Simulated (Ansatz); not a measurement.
Input and command of a plane-wave DFT calculation in Ansatz:

```yaml
crystal:
  lattice:
    - [0.0, 3.55925, 3.095]
    - [2.63075, 0.0, 3.095]
    - [2.63075, 3.55925, 0.0]
  atoms:
    - { symbol: "Y", position: [0.5, 0.5, 0.5] }
    - { symbol: Sb, position: [0.0, 0.0, 0.0] }
basis:
  ecutwfc: 420
kpoints:
  mp_grid: { grid: [14, 14, 14] }
hamiltonian:
  xc: pbesol
scf:
  occupations: { method: gaussian, width: 0.15 }
output:
  forces: true
  stress: true
  eigenvalues: true
```

```bash
ansatz run input.yaml --threads 1 --pin off --max-ram 2560MiB --backend cpu --events-out ev --progress --plain --runs-dir out
```

Processor: Arm Neoverse V2, 1 thread, on a host shared with other jobs.

Estimate time, memory and problem size.

About 18 s on 1 thread of Arm Neoverse V2, with other jobs on the host, peak memory 0.59 GiB. It solves 17 bands at 428 k points (the mesh reduced by symmetry) with about 1141 plane waves, in 7 SCF iterations.
